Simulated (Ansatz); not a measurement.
# Formation energy of RuF2 in the CdI2-type structure

The computed numbers are results of PBEsol, scalar-relativistic (no spin polarisation) in the plane-wave PAW code Ansatz at 420 eV, 12×12×8 k-mesh, Gaussian smearing of 0.05 eV. The datasets are Ansatz's generated set soft_2.

The cell came from substitution into a structure type; whether the compound takes it is for experiment to say.

It takes space group P-3m1 (No. 164, trigonal). Conventional cell: a = 3.220 Å, b = 3.220 Å, c = 4.306 Å, α = 90.00°, β = 90.00°, γ = 120.00°. Around Ru (site symmetry -3m) lie 6 F at 2.09 Å. F (site symmetry 3m) has 3 Ru at 2.09 Å as nearest neighbours. (Shells end 15 % past the nearest neighbour.)

The elements were computed in their standard states (gases as isolated molecules) with the same datasets, cutoff and functional. Total energies depend on the potentials used, so only differences within one code and one set of settings carry meaning.

Energy of the relaxed cell (3 atoms, smearing extrapolated to zero): -7414.042 eV. Elements, in eV/atom: Ru -5816.503, F -797.643.

What is the formation energy?

[-7414.042 − (1 × -5816.503 + 2 × -797.643)] / 3 = -0.75 eV/atom, or -72 kJ per mole of atoms.

The value is for 0 K, without zero-point energy and without any correction for the binding of gas molecules. Uncorrected semilocal values for oxides, chalcogenides and halides often miss by tenths of an eV an atom. A negative value shows stability against the elements alone, not against other compounds or structures.

